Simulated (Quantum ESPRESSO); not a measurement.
Si3BC3N, one run as intended and one with a planted mistake

A calculation, not a measurement. The program is pw.x of Quantum ESPRESSO 7.5 (plane-wave density functional theory). The cell is made up: 8 atoms on a wurtzite lattice, with randomly drawn elements, strain and displacements, not relaxed. PseudoDojo standard norm-conserving files (v0.5 for PBE, v0.4.1 for LDA and PBEsol) set the functional; there is no spin polarisation, spin-orbit coupling or dispersion term, and the masses in the input are unused placeholders.

Intended input:

```
&control calculation='scf', pseudo_dir='./dojo.nc.sr.pbe.v0_5.standard.upf', outdir='./o', disk_io='medium', tprnfor=.true., tstress=.true. /
&system ibrav=0, nat=8, ntyp=4, nbnd=22, ecutwfc=84.00895049, nosym=.true., tot_charge=0,
 occupations='smearing', smearing='fd', degauss=0.0018374661
/
&electrons conv_thr=7.350e-09, electron_maxstep=60, /
ATOMIC_SPECIES
B 1.0 B.upf
C 1.0 C.upf
N 1.0 N.upf
Si 1.0 Si.upf
CELL_PARAMETERS angstrom
3.1021 0.0 0.0
0.0 5.373 0.0
0.0 0.0 5.0657
ATOMIC_POSITIONS angstrom
Si -0.1205 0.0305 0.1293
Si 1.7256 2.584 -0.0069
B 1.5952 0.8089 2.5291
Si 0.1326 3.4955 2.4001
C -0.0788 0.082 2.0538
C 1.5587 2.7433 1.818
N 1.616 0.7423 4.4092
C 0.0296 3.533 4.2732
K_POINTS automatic
6 4 4 1 1 1
```

The log is shortened where brackets say so; the opening notice, blank lines, dates and the lines on written files are dropped, and the path of the files is cut. It prints rydbergs, bohrs and kilobars, and counts compression as positive stress. Where no state is partly filled, the Fermi energy that it prints is only some level between the filled and the empty states on the mesh, and need not lie in the true gap.

Log of the intended run:

```
     Program PWSCF v.7.5
     Parallel version (MPI & OpenMP), running on       1 processor cores
     Number of MPI processes:                 1
     Threads/MPI process:                     1
     [start-up lines left out]
     bravais-lattice index     =            0
     lattice parameter (alat)  =       5.8621  a.u.
     unit-cell volume          =     569.7820 (a.u.)^3
     number of atoms/cell      =            8
     number of atomic types    =            4
     number of electrons       =        32.00
     number of Kohn-Sham states=           22
     kinetic-energy cutoff     =      84.0090  Ry
     charge density cutoff     =     336.0358  Ry
     scf convergence threshold =      7.3E-09
     mixing beta               =       0.7000
     number of iterations used =            8  plain     mixing
     Exchange-correlation= PBE
                           (   1   4   3   4   0   0   0)
     [axes and pseudopotential details left out]
   Cartesian axes
     site n.     atom                  positions (alat units)
         1        Si     tau(   1) = (  -0.0388447   0.0098320   0.0416814  )
         2        Si     tau(   2) = (   0.5562683   0.8329841  -0.0022243  )
         3        B      tau(   3) = (   0.5142323   0.2607588   0.8152864  )
         4        Si     tau(   4) = (   0.0427452   1.1268173   0.7737017  )
         5        C      tau(   5) = (  -0.0254021   0.0264337   0.6620676  )
         6        C      tau(   6) = (   0.5024661   0.8843364   0.5860546  )
         7        N      tau(   7) = (   0.5209374   0.2392895   1.4213597  )
         8        C      tau(   8) = (   0.0095419   1.1389059   1.3775185  )
     number of k points=    48  Fermi-Dirac smearing, width (Ry)=  0.0018
                       cart. coord. in units 2pi/alat
        k(    1) = (   0.0833333   0.0721687   0.0765467), wk =   0.0416667
        k(    2) = (   0.0833333   0.0721687   0.2296400), wk =   0.0416667
     [further k points left out]
     Dense  grid:    59367 G-vectors     FFT dimensions: (  36,  60,  60)
     Estimated max dynamical RAM per process >      68.09 MB
     Initial potential from superposition of free atoms
     starting charge      31.9978, renormalised to      32.0000
     Starting wfcs are   32 randomized atomic wfcs
     total cpu time spent up to now is        9.8 secs
     per-process dynamical memory:    42.9 Mb
     Self-consistent Calculation
     iteration #  1     ecut=    84.01 Ry     beta= 0.70
     Davidson diagonalization with overlap
     ethr =  1.00E-02,  avg # of iterations =  3.0
     total cpu time spent up to now is       32.2 secs
     total energy              =     -87.50925470 Ry
     estimated scf accuracy    <       1.56973990 Ry
     iteration #  2     ecut=    84.01 Ry     beta= 0.70
     Davidson diagonalization with overlap
     ethr =  4.91E-03,  avg # of iterations =  2.0
     total cpu time spent up to now is       55.1 secs
     total energy              =     -87.94166022 Ry
     estimated scf accuracy    <       0.99733095 Ry
     [iterations 3 to 10 left out]
     iteration # 11     ecut=    84.01 Ry     beta= 0.70
     Davidson diagonalization with overlap
     ethr =  2.70E-10,  avg # of iterations =  3.8
     total cpu time spent up to now is      224.4 secs
     total energy              =     -88.12381076 Ry
     estimated scf accuracy    <       0.00000001 Ry
     iteration # 12     ecut=    84.01 Ry     beta= 0.70
     Davidson diagonalization with overlap
     ethr =  3.82E-11,  avg # of iterations =  2.2
     total cpu time spent up to now is      240.2 secs
     End of self-consistent calculation
     [lines on levels left out]
     the Fermi energy is     9.3318 ev
!    total energy              =     -88.12381076 Ry
     estimated scf accuracy    <          1.8E-09 Ry
     smearing contrib. (-TS)   =      -0.00000000 Ry
     internal energy E=F+TS    =     -88.12381076 Ry
     The total energy is F=E-TS. E is the sum of the following terms:
     one-electron contribution =      13.50473297 Ry
     hartree contribution      =      12.40559146 Ry
     xc contribution           =     -30.62101236 Ry
     ewald contribution        =     -83.41312283 Ry
     convergence has been achieved in  12 iterations
     Forces acting on atoms (cartesian axes, Ry/au):
     atom    1 type  4   force =     0.09532593   -0.10071719   -0.02735602
     atom    2 type  4   force =    -0.07968500    0.04501229   -0.06993192
     atom    3 type  1   force =    -0.03096065    0.00710447   -0.00066876
     atom    4 type  4   force =    -0.14725971    0.09804879    0.06719348
     atom    5 type  2   force =     0.05037009    0.01238703   -0.04313179
     atom    6 type  2   force =     0.13525741   -0.13344375   -0.00531709
     atom    7 type  3   force =    -0.06969228    0.09090407   -0.01788866
     atom    8 type  2   force =     0.04664420   -0.01929569    0.09710075
     Total force =     0.369008     Total SCF correction =     0.000034
     Computing stress (Cartesian axis) and pressure
          total   stress  (Ry/bohr**3)                   (kbar)     P=     -160.50
  -0.00100100  -0.00021855  -0.00011115         -147.25      -32.15      -16.35
  -0.00021855  -0.00134586  -0.00003555          -32.15     -197.98       -5.23
  -0.00011115  -0.00003555  -0.00092628          -16.35       -5.23     -136.26
     init_run     :      8.91s CPU      9.67s WALL (       1 calls)
     electrons    :    211.21s CPU    230.37s WALL (       1 calls)
     forces       :      2.21s CPU      2.26s WALL (       1 calls)
     stress       :      9.31s CPU      9.38s WALL (       1 calls)
     [timing details left out]
     PWSCF        :   3m51.87s CPU   4m12.04s WALL
     JOB DONE.
```

A second run has one planted mistake: the plane-wave cutoff is too low. The input lines that differ, file-writing options aside:

```
- &system ibrav=0, nat=8, ntyp=4, nbnd=22, ecutwfc=84.00895049, nosym=.true., tot_charge=0,
+ &system ibrav=0, nat=8, ntyp=4, nbnd=22, ecutwfc=60.70988023, nosym=.true., tot_charge=0,
```

Its log:

```
     Program PWSCF v.7.5
     Parallel version (MPI & OpenMP), running on       1 processor cores
     Number of MPI processes:                 1
     Threads/MPI process:                     1
     [start-up lines left out]
     bravais-lattice index     =            0
     lattice parameter (alat)  =       5.8621  a.u.
     unit-cell volume          =     569.7820 (a.u.)^3
     number of atoms/cell      =            8
     number of atomic types    =            4
     number of electrons       =        32.00
     number of Kohn-Sham states=           22
     kinetic-energy cutoff     =      60.7099  Ry
     charge density cutoff     =     242.8395  Ry
     scf convergence threshold =      7.3E-09
     mixing beta               =       0.7000
     number of iterations used =            8  plain     mixing
     Exchange-correlation= PBE
                           (   1   4   3   4   0   0   0)
     [axes and pseudopotential details left out]
   Cartesian axes
     site n.     atom                  positions (alat units)
         1        Si     tau(   1) = (  -0.0388447   0.0098320   0.0416814  )
         2        Si     tau(   2) = (   0.5562683   0.8329841  -0.0022243  )
         3        B      tau(   3) = (   0.5142323   0.2607588   0.8152864  )
         4        Si     tau(   4) = (   0.0427452   1.1268173   0.7737017  )
         5        C      tau(   5) = (  -0.0254021   0.0264337   0.6620676  )
         6        C      tau(   6) = (   0.5024661   0.8843364   0.5860546  )
         7        N      tau(   7) = (   0.5209374   0.2392895   1.4213597  )
         8        C      tau(   8) = (   0.0095419   1.1389059   1.3775185  )
     number of k points=    48  Fermi-Dirac smearing, width (Ry)=  0.0018
                       cart. coord. in units 2pi/alat
        k(    1) = (   0.0833333   0.0721687   0.0765467), wk =   0.0416667
        k(    2) = (   0.0833333   0.0721687   0.2296400), wk =   0.0416667
     [further k points left out]
     Dense  grid:    36569 G-vectors     FFT dimensions: (  30,  54,  48)
     Estimated max dynamical RAM per process >      43.18 MB
     Initial potential from superposition of free atoms
     starting charge      31.9978, renormalised to      32.0000
     Starting wfcs are   32 randomized atomic wfcs
     total cpu time spent up to now is        8.0 secs
     per-process dynamical memory:    35.6 Mb
     Self-consistent Calculation
     iteration #  1     ecut=    60.71 Ry     beta= 0.70
     Davidson diagonalization with overlap
     ethr =  1.00E-02,  avg # of iterations =  3.0
     total cpu time spent up to now is       22.8 secs
     total energy              =     -87.50458798 Ry
     estimated scf accuracy    <       1.55389211 Ry
     iteration #  2     ecut=    60.71 Ry     beta= 0.70
     Davidson diagonalization with overlap
     ethr =  4.86E-03,  avg # of iterations =  2.0
     total cpu time spent up to now is       34.9 secs
     total energy              =     -87.93106634 Ry
     estimated scf accuracy    <       0.98053246 Ry
     [iterations 3 to 10 left out]
     iteration # 11     ecut=    60.71 Ry     beta= 0.70
     Davidson diagonalization with overlap
     ethr =  2.74E-10,  avg # of iterations =  3.9
     total cpu time spent up to now is      143.9 secs
     total energy              =     -88.11065741 Ry
     estimated scf accuracy    <       0.00000001 Ry
     iteration # 12     ecut=    60.71 Ry     beta= 0.70
     Davidson diagonalization with overlap
     ethr =  3.84E-11,  avg # of iterations =  2.1
     total cpu time spent up to now is      152.9 secs
     End of self-consistent calculation
     [lines on levels left out]
     the Fermi energy is     9.3333 ev
!    total energy              =     -88.11065741 Ry
     estimated scf accuracy    <          1.9E-09 Ry
     smearing contrib. (-TS)   =      -0.00000000 Ry
     internal energy E=F+TS    =     -88.11065741 Ry
     The total energy is F=E-TS. E is the sum of the following terms:
     one-electron contribution =      13.52227934 Ry
     hartree contribution      =      12.39492071 Ry
     xc contribution           =     -30.61473462 Ry
     ewald contribution        =     -83.41312284 Ry
     convergence has been achieved in  12 iterations
     Forces acting on atoms (cartesian axes, Ry/au):
     atom    1 type  4   force =     0.09533616   -0.10065964   -0.02739349
     atom    2 type  4   force =    -0.07971977    0.04487800   -0.06998152
     atom    3 type  1   force =    -0.03161579    0.00701544   -0.00019440
     atom    4 type  4   force =    -0.14733522    0.09808386    0.06715177
     atom    5 type  2   force =     0.05109091    0.01229490   -0.04295460
     atom    6 type  2   force =     0.13534603   -0.13334515   -0.00516216
     atom    7 type  3   force =    -0.06980085    0.09080248   -0.01835443
     atom    8 type  2   force =     0.04669852   -0.01906988    0.09688883
     Total force =     0.369112     Total SCF correction =     0.000036
     Computing stress (Cartesian axis) and pressure
          total   stress  (Ry/bohr**3)                   (kbar)     P=     -182.15
  -0.00114893  -0.00021902  -0.00011196         -169.01      -32.22      -16.47
  -0.00021902  -0.00149312  -0.00003558          -32.22     -219.65       -5.23
  -0.00011196  -0.00003558  -0.00107273          -16.47       -5.23     -157.80
     init_run     :      7.70s CPU      7.88s WALL (       1 calls)
     electrons    :    136.11s CPU    144.90s WALL (       1 calls)
     forces       :      1.47s CPU      1.50s WALL (       1 calls)
     stress       :      6.16s CPU      6.23s WALL (       1 calls)
     [timing details left out]
     PWSCF        :   2m31.65s CPU   2m40.91s WALL
     JOB DONE.
```

```
                                            intended run  run with the mistake
                          free energy (eV)     -1198.986             -1198.807
                    smearing term -TS (eV)        0.0000                0.0000
                            pressure (GPa)        -16.05                -18.22
            largest force component (eV/Å)         3.786                 3.788
largest change of a force component (eV/Å)                               0.019
                                iterations            12                    12
```

For scale, a rerun of the intended cell at 1437 eV and a 8 x 6 x 6 mesh moved values by no more than 0.004 eV in energy, 0.09 GPa in stress and 0.006 eV/Å in force.